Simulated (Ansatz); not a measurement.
LiNbO3:
```
LiNbO3
1.0
    2.59474     1.49807     4.67177
   -2.59474     1.49807     4.67177
    0.00000    -2.99615     4.67177
Li Nb O
2 2 6
Cartesian
  0.00000   0.00000   9.90664
  0.00000   0.00000   2.89898
  0.00000   0.00000  13.84813
  0.00000   0.00000   6.84047
 -0.64235   1.45851   8.29637
 -0.94193  -1.28555   8.29637
  1.58428  -0.17296   8.29637
 -1.65281   0.21253   5.96049
  1.01046   1.32511   5.96049
  0.64235  -1.53764   5.96049
```

Cartesian axes are those of the cell as given.

### Question
Give the high-frequency dielectric tensor and the Born effective charge tensors of the independent atoms from DFPT, DFT-PBE in the program Ansatz with PAW potentials.

### Answer

ε∞:
```
5.34  0.00  0.00
0.00  5.34  0.00
0.00  0.00  5.04
```
Z* of atom 1 (Li), rows: field, columns: displacement, in e:
```
 1.22   0.26   0.00
-0.26   1.22   0.00
 0.00   0.00   1.04
```
Z* of atom 3 (Nb), rows: field, columns: displacement, in e:
```
 7.10  -1.54   0.00
 1.54   7.10   0.00
 0.00   0.00   6.36
```
Z* of atom 5 (O), rows: field, columns: displacement, in e:
```
-1.54  -0.25  -0.14
-0.36  -4.01  -1.78
-0.16  -1.65  -2.46
```

Static charges for comparison (Bader): Li1 +0.90, Nb3 +2.74, O5 -1.21 e. Born charges measure polarisation by displacement and can exceed these by far.

Space group R3c. The cell was relaxed with PBE under the symmetry of its start. No spin polarisation was allowed. Scalar-relativistic: spin–orbit coupling is off unless named, which matters more the heavier the elements.

Potentials: the later of the program's two PAW sets.
